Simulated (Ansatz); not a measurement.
Re:
```xyz
1
Lattice="-1.5481 1.5481 1.5481 1.5481 -1.5481 1.5481 1.5481 1.5481 -1.5481" Properties=species:S:1:pos:R:3 pbc="T T T"
Re     0.0000     0.0000     0.0000
```

Relaxed with r²SCAN. Special points in fractions of this cell's reciprocal vectors: Γ (0.000, 0.000, 0.000); H (0.500, -0.500, 0.500); N (0.000, 0.000, 0.500); P (0.250, 0.250, 0.250).

**Question.** List the band energies nearest the Fermi level at these points for r²SCAN with spin–orbit coupling (plane waves, PAW; program Ansatz).

**Answer.** In eV from the Fermi level; about four levels below and three above (degenerate sets whole), none deeper than 8.9 eV; points with the same levels are listed once.

| k | below | above |
|---|---|---|
| Γ | -3.14 -3.14 -3.14 -3.14 -2.53 -2.53 | 0.98 0.98 0.98 0.98 |
| H | -7.42 -7.42 -7.42 -7.42 | 3.32 3.32 3.32 3.32 |
| N | -5.29 -5.29 -0.40 -0.40 | 0.71 0.71 1.73 1.73 |
| P | -4.43 -4.43 -4.43 -4.43 | 1.89 1.89 1.89 1.89 |

Space group Im-3m (bcc (W type)). A made-up cell: these elements were put on the sites of a structure type; the Crystallography Open Database copy checked does not list it. It is not the phase usual at ambient conditions (space group No. 194). The r²SCAN relaxation kept the symmetry of its start; its stability against distortions is not shown here. No spin polarisation was allowed.

Potentials: the later of the program's two PAW sets.
